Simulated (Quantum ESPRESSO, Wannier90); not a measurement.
Wannierisation of MgO (rock salt)

```yaml
crystal:
  lattice:
    - [0.00000, 2.09700, 2.09700]
    - [2.09700, 0.00000, 2.09700]
    - [2.09700, 2.09700, 0.00000]
  atoms:
    - { symbol: Mg, position: [0.00000, 0.00000, 0.00000] }
    - { symbol: O, position: [0.50000, 0.50000, 0.50000] }
```

Cell from Materials Project (mp-1265), symmetrised, no further relaxation. COD (Crystallography Open Database) has an entry of this formula and space group (matched by these alone). Level: LDA, no spin polarisation, no spin-orbit coupling; pw.x of Quantum ESPRESSO at 68 Ry with PseudoDojo potentials, 12×12×12 k-points, Wannier90. Density: 12×12×12 mesh, cold smearing 0.01 Ry.

The plane-wave run has 19 bands and 16 electrons a cell. On the energy scale of pw.x, whose zero is arbitrary, the valence-band maximum lies at 7.85 eV.

Isolated groups of bands, relative to the valence-band maximum (bands from 9 on overlap up to the last one computed):

```tsv
bands	from (eV)	to (eV)	filling	weight on atomic waves
1	-71.53	-71.51	filled	Mg 2s 99 %
2–4	-39.00	-38.91	filled	Mg 2p 100 %
5	-17.01	-15.28	filled	O 2s 89 %, Mg 3s 10 %
6–8	-4.73	0.00	filled	O 2p 92 %, Mg 3s 5 %
```

Input w.win, without the blocks of cell, atoms and k-points (1728 lines):

```
num_bands = 14
num_wann = 8
exclude_bands = 1-4
num_iter = 800
conv_tol = 1.0e-6
conv_window = 4
dis_num_iter = 1000
dis_conv_tol = 1.0e-6
dis_froz_max = 14.16
write_hr = true
write_u_matrices = true
begin projections
Mg: s;p
O: s;p
end projections
mp_grid = 12 12 12
```

Q: This input has a fault. Which, and what does the program do?

A: wannier90.x stops with:
```
w90_wannier90_readwrite_read: mismatch in w.eig
```
num_bands differs from the number of bands in the files, which is the number computed minus those excluded. Mended as below, all else unchanged, the run goes through (Ω_I = 5.4 Å²) and follows the plane-wave bands to 0.5 meV rms (states up to 5.8 eV relative to the valence-band maximum).
```
num_bands = 15
```
